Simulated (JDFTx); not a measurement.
System: Cd(1 1 -2 2) (P6_3/mmc bulk; lattice of mp-94, not re-optimised at this level), 1x1 cell of 12 atoms in 6 planes, area 33.76 Å² a face, 6.7 Å between the outermost planes in a cell 22.6 Å high; k mesh 4×4×1, Fermi width 0.01 Ha, no spin polarisation.

Method: PBE, GBRV ultrasoft potentials, plane waves to 20/100 Ha, in JDFTx (a modified build). Liquid: CANDLE, water, 2 M KF. Between zero charge and 0.88 V from it the run gives σ = 14.9 μC/cm², a mean capacitance of 16.9 μF/cm². The liquid has ε = 78.4, a 1:1 salt at 2 M with linear (Debye) response, and T = 298 K.

Worked example: the Debye length, the diffuse-layer capacitance, and the inner capacitance that is left when the two stand in series.

Each ion has density c = 2 × 6.022×10⁻⁴ = 1.204e-03 Å⁻³. λ² = ε kT / (8π (e²/4πε₀) c) with kT = 0.02568 eV and e²/4πε₀ = 14.40 eV Å gives λ = 2.15 Å; the log prints 2.15 Å. C_diffuse = ε₀ε/λ = 323 μF/cm². Then 1/C_inner = 1/16.9 − 1/323, so C_inner = 17.9 μF/cm², which equals a vacuum gap of ε₀/C_inner = 0.50 Å. The diffuse layer takes 5 % of the potential drop; the rest lies between the electrode's charge and the onset of the dielectric, with the electrode's own (quantum) capacitance in it. The split is a model: in the calculation solvent and ions share one smooth cavity.
